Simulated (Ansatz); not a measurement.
# One input, then a changed one: SnTe (rocksalt type)

First run: DFT, LDA, PAW with Ansatz's default frozen-core files, scalar-relativistic (Ansatz 0.2.0).

Command: `ansatz run input.yaml --threads 1 --pin off --max-ram 2048MiB --backend cpu --events-out ev --progress --plain --runs-dir out` It took 7.8 s on 1 thread of Arm Neoverse V2, with other jobs on the host, peak memory 0.36 GiB.

```yaml
crystal:
  lattice:
    - [0.0, 3.1176534677, 3.1176534677]
    - [3.1176534677, 0.0, 3.1176534677]
    - [3.1176534677, 3.1176534677, 0.0]
  atoms:
    - { symbol: Sn, position: [0.0, 0.0, 0.0] }
    - { symbol: Te, position: [0.5, 0.5, 0.5] }
kpoints:
  mp_grid: { grid: [13, 13, 13] }
  band_path:
    path:
      - [0.0, 0.0, 0.0]
      - [0.5, 0.0, 0.5]
      - [0.625, 0.25, 0.625]
      - [0.375, 0.375, 0.75]
      - [0.0, 0.0, 0.0]
      - [0.5, 0.5, 0.5]
      - [0.5, 0.25, 0.75]
      - [0.5, 0.0, 0.5]
    npoints: 8
scf:
  occupations: { method: fermi_dirac, width: 0.08 }
hamiltonian:
  xc: lda
  pseudopotentials: { kind: paw }
output:
  forces: true
  stress: true
  eigenvalues: true
  populations: true
  dos: { projected: true, de: 0.2, e_range: [-14, 8] }
```

The cell comes from a relaxation on PAW files under the same functional, begun from a prototype that needn't be the stable phase.

This run: the series' base cell.

It converges in 6 SCF iterations at a pressure of 0.00 GPa, cutoff 420 eV.

A second input differs as follows:

```diff
   lattice:
-    - [0.0, 3.1176534677, 3.1176534677]
-    - [3.1176534677, 0.0, 3.1176534677]
-    - [3.1176534677, 3.1176534677, 0.0]
+    - [0.0, 1.64979051, 1.64979051]
+    - [1.64979051, 0.0, 1.64979051]
+    - [1.64979051, 1.64979051, 0.0]
   atoms:
   occupations: { method: fermi_dirac, width: 0.08 }
+  max_iter: 80
 hamiltonian:
   populations: true
-  dos: { projected: true, de: 0.2, e_range: [-14, 8] }
```

Question: What is wrong with it, and what does the program do?

Answer: The change was made to test a lattice far too small. The run converges in 8 SCF iterations at a pressure of 6132 GPa, cutoff 420 eV. Compare each number with the sound run's before taking it for a property of the system. The log ends:
```
--- Band table (eV; the first three rows and the last of 84) ---
  k-point 0: bands = ["26.9847", "26.9847", "28.9483", "28.9483", "28.9483", "41.0870", "47.4483", "47.4483", "47.4483", "51.2713", "51.2713", "68.0092", "83.7420", "83.7420", "83.7420", "87.7900", "87.7900", "87.7900", "95.9299"]
  k-point 1: bands = ["27.1965", "27.1965", "29.0315", "29.1124", "29.1124", "41.3715", "47.2062", "47.2969", "47.2969", "50.8433", "50.8433", "68.5061", "82.7439", "84.1355", "84.1355", "87.1948", "87.8116", "87.8116", "95.6811"]
  k-point 2: bands = ["27.8110", "27.8110", "29.2835", "29.5870", "29.5870", "42.1022", "46.6665", "46.8355", "46.8355", "49.6817", "49.6817", "69.8681", "79.8583", "85.0707", "85.0707", "86.1853", "87.6639", "87.6639", "95.3090"]
  k-point 83: bands = ["28.9924", "29.9472", "30.6794", "30.8561", "33.4787", "41.5166", "44.5717", "45.2219", "45.2692", "46.4501", "60.9189", "63.1130", "69.3887", "70.8459", "82.9790", "83.6608", "88.5080", "89.4252", "90.1420"]
--- Löwdin populations: 2 sites ---
  site symbol       q [e]
     0     Sn     13.2173
     1     Te     14.1736
  spilling = 0.086971 (of n_electrons = 30.000000)
```
